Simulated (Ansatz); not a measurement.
Ansatz input

```yaml
crystal:
  lattice:
    - [-2.1987122877, 2.559923407, 1.3482999087]
    - [2.559923407, -2.1987122877, 1.3482999087]
    - [2.5621034668, 2.5621034668, -0.6867410822]
  atoms:
    - { symbol: Pt, position: [0.014779131, 0.985220869, 0.0], spin: 1.0 }
    - { symbol: Pt, position: [0.735220869, 0.264779131, 0.5], spin: 1.0 }
hamiltonian:
  xc: mr2scan
  pseudopotentials:
    kind: paw
    azcp:
      Pt: "pseudopotentials/Pt.paw.azcp"
basis:
  ecutwfc: 500
  fft_grid_basis: typed
kpoints:
  mp_grid: { grid: [14, 14, 10], shift: [0, 0, 0] }
magnetization:
  spin_polarized: true
scf:
  occupations: { method: fermi_dirac, width: 0.05 }
  lower_state_search: "off"
output:
  stress: true
```

and its output:

```
Engine: ansatz 0.2.0, x86_64-unknown-linux-gnu
Pseudopotentials: kind: paw
Pseudopotential: Pt, paw, valence charge 18, recommended cutoff 500 eV (meta_gga) 
Functional definition: m-r2SCAN
  exchange = m_r2scan_x
  correlation = m_r2scan_c
Crystal: 2 atoms, lattice volume = 34.058 Å³
Basis set: ecut = 500 eV, 865 PW (Γ), exchange–correlation on 108×108×108 points (64 copies of the dense FFT grid, shifted against one another)
Bands: 23, of which v1, the nominal top of the filled ones, is band 18 counted from 1 (17 counted from 0)
Symmetry: 4 space group operations
Space group: C2/c (ITA 15), of the structure as read, at distance tolerance 3.2e-5 Å
Magnetic group: BNS 15.85 (UNI 92), of the structure as read, at distance tolerance 3.2e-5 Å
k-points: 534 of 1960
Non-local potential: Pt, projectors of the file, l = 0: 3, l = 1: 2, l = 2: 2, l = 3: 1
PAW form: soft (Blöchl's): semilocal exchange-correlation on the pseudo side does not see the compensation charge
PAW frozen core: Pt, regenerated for the run's functional (the file was generated under x = pbe(κ = 0.804, μ = 0.2195149727645171), c = pbe(β = 0.06672455060314922))
PAW one-centre angular grid: Pt, 590 points (default); XC on 160 Gauss nodes
Initial density: superposition of atomic densities (chi_scale 0.1, normalization cell)
Starting moments: Σ|m| = 2 μB on 2 of 2 sites
Initial wavefunctions: pseudopotential atomic-orbital guess
Functional: x = mr2scan, c = mr2scan; τ floored in thin density (d = 2e-4 eV/Å³)
SCF iter   1: F=-25072.672732 eV  HF=-25073.314066 eV  |F-HF|=6.41e-1  |Δ(HF+E_count)|=         —  Δρ=6.93e-2 (↑6.93e-2 ↓3.56e-2)  dr2=1.46e0  dr2_τ=6.50e-2  dr2_m=5.42e-1  M=0.669 μB ∫|m|=0.678 μB  β_m=0.30  ethr=3.10e-3  ⟨swp⟩=5.5  Hψ=101520  notcnv=0
spin=Collinear: Kerker preconditioning applied to the charge; magnetization (m = ρ↑ − ρ↓) channel mixes plain (no charge-response kernel on spin).
SCF iter   2: F=-25073.042768 eV  HF=-25073.198000 eV  |F-HF|=1.55e-1  |Δ(HF+E_count)|=   1.16e-1  Δρ=4.94e-2 (↑4.94e-2 ↓2.84e-2)  dr2=6.34e-1  dr2_τ=1.34e-2  dr2_m=3.13e-1  M=0.570 μB ∫|m|=0.588 μB  β_m=0.30  ethr=3.10e-3  ⟨swp⟩=2.0  Hψ=41968  notcnv=0  defer=240  κ⁻¹=1.0e0(r=1)
SCF iter   3: F=-25073.270929 eV  HF=-25073.172044 eV  |F-HF|=9.89e-2  |Δ(HF+E_count)|=   2.60e-2  Δρ=2.55e-2 (↑2.41e-2 ↓2.55e-2)  dr2=2.14e-2  dr2_τ=7.91e-3  dr2_m=1.79e-1  M=0.495 μB ∫|m|=0.512 μB  β_m=0.30  ethr=1.76e-3  ⟨swp⟩=2.0  Hψ=43661  notcnv=0  defer=241  κ⁻¹=1.8e-3(r=2)
SCF iter   4: F=-25073.281297 eV  HF=-25073.234376 eV  |F-HF|=4.69e-2  |Δ(HF+E_count)|=   6.23e-2  Δρ=2.04e-2 (↑1.72e-2 ↓2.04e-2)  dr2=5.88e-3  dr2_τ=2.00e-3  dr2_m=1.08e-1  M=0.426 μB ∫|m|=0.443 μB  β_m=0.30  ethr=5.94e-5  ⟨swp⟩=2.3  Hψ=47947  notcnv=0  defer=234  κ⁻¹=7.5e-4(r=3)
SCF iter   5: F=-25073.288646 eV  HF=-25073.260598 eV  |F-HF|=2.80e-2  |Δ(HF+E_count)|=   2.62e-2  Δρ=1.47e-2 (↑1.47e-2 ↓1.44e-2)  dr2=2.53e-4  dr2_τ=1.07e-3  dr2_m=6.59e-2  M=0.370 μB ∫|m|=0.388 μB  β_m=0.30  ethr=1.63e-5  ⟨swp⟩=2.2  Hψ=47792  notcnv=0  defer=234  κ⁻¹=1.9e-5(r=4)
SCF iter   6: F=-25073.292608 eV  HF=-25073.275628 eV  |F-HF|=1.70e-2  |Δ(HF+E_count)|=   1.50e-2  Δρ=1.19e-2 (↑1.19e-2 ↓1.10e-2)  dr2=4.77e-4  dr2_τ=6.33e-4  dr2_m=4.10e-2  M=0.324 μB ∫|m|=0.342 μB  β_m=0.30  ethr=7.03e-7  ⟨swp⟩=2.0  Hψ=47634  notcnv=0  defer=234  κ⁻¹=6.8e-6(r=5)
SCF iter   7: F=-25073.295666 eV  HF=-25073.284523 eV  |F-HF|=1.11e-2  |Δ(HF+E_count)|=   8.90e-3  Δρ=9.19e-3 (↑9.19e-3 ↓9.14e-3)  dr2=1.08e-5  dr2_τ=4.06e-4  dr2_m=2.62e-2  M=0.284 μB ∫|m|=0.302 μB  β_m=0.30  ethr=7.03e-7  ⟨swp⟩=2.0  Hψ=46575  notcnv=0  defer=234  κ⁻¹=1.7e-6(r=6)
...
iter 17 did not close the SCF: its close was put off for a magnetic moment that had not settled (scf_convergence_deferred on its scf_iter line)
SCF iter  17: F=-25073.304275 eV  HF=-25073.304275 eV  |F-HF|=1.33e-9  |Δ(HF+E_count)|=   3.74e-9  Δρ=1.03e-6 (↑1.03e-6 ↓9.82e-7)  dr2=4.68e-10  dr2_τ=1.03e-11  dr2_m=2.37e-10  M=0.000 μB ∫|m|=0.000 μB  β_m=1.20  ethr=6.26e-12  ⟨swp⟩=1.0  Hψ=72499  notcnv=0  κ⁻¹=2.5e-8(r=8)
SCF iter  18: F=-25073.304275 eV  HF=-25073.304275 eV  |F-HF|=1.12e-9  |Δ(HF+E_count)|=   2.57e-9  Δρ=3.75e-7 (↑3.75e-7 ↓3.67e-7)  dr2=3.98e-11  dr2_τ=2.22e-12  dr2_m=1.58e-11  M=0.000 μB ∫|m|=0.000 μB  ethr=1.30e-12  ⟨swp⟩=1.0  Hψ=70910  notcnv=0
WARN: the starting moments were not kept: the SCF closed with an absolute magnetisation of 4.7e-5 μB, where they sum to 2 μB in size (2 sites). That is at most 0.1 of that sum. Measured as dr2_m measures the in/out step, that magnetisation stands 6.2e-10 eV from none, at or under the dr2_threshold of 1.0e-7 eV: it is no larger than a step whose dr2_m would equal this threshold. The system may hold no moment; this SCF shows only that its start led to no more than that. To try another start: raise the starting moments (crystal.atoms[].spin, magnetization.per_species, magnetization.initial_magnetization, or on a non-collinear deck that types none of these the spinor_matrix: blocks that start its atoms; where the total moment is fixed, keep their sum and leave initial_magnetization as it is; typed ones take the place of any that the run laid by itself, positive ones on a crystal's lanthanoids without a Hubbard term where scf.initial_density.shell_occupations: [] is typed) or, if the notice of its spin-set hold's release reads "site moments contracting" or "site moments show no strong build", lengthen the hold (scf.mixing.spin_hold: { on: { confirm: 4 } }; for m-r²SCAN on two components see the key's manual first). Each may lead to a state that holds a moment. A second SCF, from the converged charge density, with the starting moments and any scf.initial_density.shell_occupations laid on it anew, would have followed, and was not run: the deck does not ask for one (magnetization.retry_lost_moments is false, the default). To let it run, set magnetization.retry_lost_moments: true and run the deck again, where that key's refused combinations let it; where memory then withholds it, that run's warning says so.
SCF 1 converged in 18 iterations: F = -25073.304275 eV  dr2 = 3.98e-11
this state was not tested for a lower state beside it, because the mixer in use, unlike msr1, does not test its closes by its own steps (another_mixer; see scf.mixing.algorithm and scf.lower_state_search)
SCF converged after 18 iterations
Magnetization: 0.0000 μB (18.0000 up, 18.0000 down)
Absolute magnetization: 0.0000 μB (∫|ρ↑−ρ↓|, with the PAW one-centre terms)
Spin contamination: 0.0000 ħ² per cell (⟨S²⟩ above its minimum at these occupations)
Per-site moments (μB) at R_I (Å): [(2.1626381900137134e-5, 1.0866514779716683), (2.1626381900342885e-5, 1.0866514779716683)]
Free energy (F): -25073.304275 eV
Harris-Foulkes:  -25073.304275 eV  (|F-HF|=1.12e-9)
Internal energy: -25073.284997 eV  (E = F + TS)
E sigma→0 (E₀):  -25073.294636 eV
Entropy (-TS):   -0.019278 eV (-9.639 meV/atom)
Fermi energy:    19.807979 eV
--- Per-component energies (eV) ---
  E_band       = -407.211379
  E_kinetic    = 1273.255221
  E_local      = -3354.959550  (includes V_loc(G=0)·N_el)
  E_nonlocal   = 403.761265
  E_hartree    = 1248.440415
  E_xc         = -499.160047
  E_vxc        = -673.363733  (∫ρ·V_xc dr)
  E_paw        = -18959.742751  (= ΣΔE_a)
  E_vpaw       = -595.832307  (= ΣTr[D̂ρ^β])
  E_aug_tail   = 0.000309  (compensation charges beyond the density's cutoff)
  E_vtau       = 43.046529  (kinetic-family band-sum trace: ∫τ·v_τ [+ j·A + Jᵃ·Aᵃ] dr)
  E_ewald      = -5184.416870
  E_core_change = -0.462989  (= ΣΔE_core)
  E_smearing   = -0.019278  (= −TS)
  E_closure    = -0.000000  (closes the sum)
  Σ components = -25073.304275   (vs F -25073.304275, Δ=0.00e0)
--- Stress (GPa, compression-positive) ---
       -8.495959      -0.554113       0.023187
       -0.554113      -8.495959       0.023187
        0.023187       0.023187      -8.906466
  P = ⅓ Tr σ = -8.6328 GPa (-86.328 kbar)
```

Command:

```sh
ansatz run input.yaml --threads 2 --pin off --max-ram 6144MiB --backend cpu --events-out ev --progress --plain --runs-dir out
```

On 2 threads of AMD EPYC 9R45 96-Core Processor (Zen 5) (shared host) this took about 31 s of wall time and 61 s of CPU time, with 1 GiB at the peak.
